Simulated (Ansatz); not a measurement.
Equation of state of Nb3Ga2

A database entry relaxed whole under r2SCAN (P4/mbm):

```xyz
10
Lattice="6.9057 0.0000 0.0000 0.0000 6.9057 0.0000 0.0000 0.0000 3.5119" Properties=species:S:1:pos:R:3 pbc="T T T"
Nb    1.2132    4.6661    1.7559
Nb    2.2396    1.2132    1.7559
Nb    5.6924    2.2396    1.7559
Nb    4.6661    5.6924    1.7559
Nb    0.0000    0.0000    0.0000
Nb    3.4528    3.4528    0.0000
Ga    2.5863    6.0392    0.0000
Ga    0.8665    2.5863    0.0000
Ga    4.3193    0.8665    0.0000
Ga    6.0392    4.3193    0.0000
```

The cell was scaled uniformly, its shape held, and the atoms relaxed at each volume with plane-wave PAW DFT (Ansatz 0.2.0; r2SCAN, 500 eV, 5×5×10 Γ-centred mesh, fermi-dirac occupations of width 0.100 eV; no spin, no spin-orbit coupling). One row is withheld.

```tsv
volume (Å³/atom)	energy over the lowest (meV/atom)	pressure (GPa)
15.743	36.8	12.55
16.078	15.7	7.92
16.413	3.7	3.75
16.748	0.0	0.00
17.082	?	?
17.417	14.2	-6.42
17.752	30.7	-9.15
```

**Question.** Fit the pressures of the other rows to the third-order Birch-Murnaghan form.

**Answer.** With f = [(V₀/V)^(2/3) − 1]/2 and P = 3B₀f(1 + 2f)^(5/2)[1 + 3(B₀′ − 4)f/2], least squares gives V₀ = 16.75 Å³ an atom, B₀ = 178 GPa and B₀′ = 4.3; the rows miss the fit by less than 0.01 GPa. The slope of the energies differs from these pressures by 0.08 GPa, since they are taken to zero smearing while pressures follow the free energy.

**Question.** What does the withheld row hold?

**Answer.** The fit gives -3.37 GPa at 17.082 Å³; the run gave -3.38 GPa and 3.7 meV an atom.

Caveats: the shape of the cell was held, so B₀ is an upper bound where the axes differ in stiffness; 0 K, fixed nuclei; the symmetry was kept, and this need not be the phase that is stable at 0 K; one mesh for all volumes; pressure is positive in compression.
